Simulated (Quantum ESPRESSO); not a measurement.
**Band energies of BeO**

```
BeO
1.0
    2.69428     0.00000     0.00000
   -1.34714     2.33331     0.00000
    0.00000     0.00000     4.37602
Be O
2 2
Cartesian
  0.00000   1.55554   0.00070
  1.34714   0.77777   2.18871
  0.00000   1.55554   1.65125
  1.34714   0.77777   3.83926
```

norm-conserving PBE (Quantum ESPRESSO, 88 Ry, no spin-orbit coupling); path ΓMKΓALHA,LM,KH; energies in eV from the valence-band maximum.

| k (1/Å) | point | band 6 | band 7 | band 8 | band 9 | band 10 | band 11 | band 12 | band 13 |
|---|---|---|---|---|---|---|---|---|---|
| 0.00 | Γ | -0.99 | -0.99 | -0.02 | -0.02 | 0.00 | 7.72 | 11.72 | 14.40 |
| 0.79 |  | -3.80 | -2.75 | -2.11 | -0.79 | -0.57 | 9.54 | 11.87 | 12.87 |
| 1.35 | M | -4.06 | -3.37 | -2.63 | -1.96 | -0.91 | 9.84 | 10.29 | 13.52 |
| 1.57 |  | -3.99 | -3.42 | -2.74 | -2.01 | -1.19 | 9.81 | 10.76 | 13.39 |
| 2.12 | K | -3.64 | -3.64 | -2.87 | -2.39 | -2.39 | 9.17 | 12.90 | 14.55 |
| 2.33 |  | -4.03 | -3.24 | -3.00 | -2.41 | -2.01 | 9.38 | 12.50 | 14.12 |
| 3.06 |  | -2.75 | -2.67 | -1.38 | -0.64 | -0.48 | 9.30 | 12.40 | 13.59 |
| 3.68 | Γ | -0.99 | -0.99 | -0.02 | -0.02 | 0.00 | 7.72 | 11.72 | 14.40 |
| 3.88 |  | -0.95 | -0.95 | -0.39 | -0.07 | -0.07 | 8.00 | 11.55 | 14.45 |
| 4.40 | A | -3.37 | -0.52 | -0.52 | -0.52 | -0.52 | 9.95 | 9.95 | 14.70 |
| 4.60 |  | -3.37 | -0.76 | -0.76 | -0.61 | -0.61 | 10.04 | 10.04 | 14.31 |
| 5.33 |  | -4.75 | -1.84 | -1.84 | -1.59 | -1.59 | 9.51 | 9.51 | 14.49 |
| 5.74 | L | -5.50 | -1.85 | -1.85 | -1.72 | -1.72 | 9.10 | 9.10 | 14.69 |
| 6.08 |  | -5.28 | -2.79 | -2.79 | -1.40 | -1.40 | 9.88 | 9.88 | 14.08 |
| 6.52 | H | -4.42 | -4.38 | -4.38 | -1.27 | -1.27 | 11.68 | 11.68 | 12.19 |
| 6.89 |  | -4.81 | -3.31 | -3.31 | -1.36 | -1.36 | 10.66 | 10.66 | 13.36 |
| 7.53 |  | -3.59 | -1.63 | -1.63 | -1.09 | -1.09 | 10.20 | 10.20 | 13.88 |
| 8.07 | A | -3.37 | -0.52 | -0.52 | -0.52 | -0.52 | 9.95 | 9.95 | 14.70 |
| 8.07 | L | -5.50 | -1.85 | -1.85 | -1.72 | -1.72 | 9.10 | 9.10 | 14.69 |
| 8.79 | M | -4.06 | -3.37 | -2.63 | -1.96 | -0.91 | 9.84 | 10.29 | 13.52 |
| 8.79 | K | -3.64 | -3.64 | -2.87 | -2.39 | -2.39 | 9.17 | 12.90 | 14.55 |
| 9.51 | H | -4.42 | -4.38 | -4.38 | -1.27 | -1.27 | 11.68 | 11.68 | 12.19 |

The PBE gap is direct, 7.72 eV at Γ.

Geometry of the Materials Project entry, not relaxed at this level.
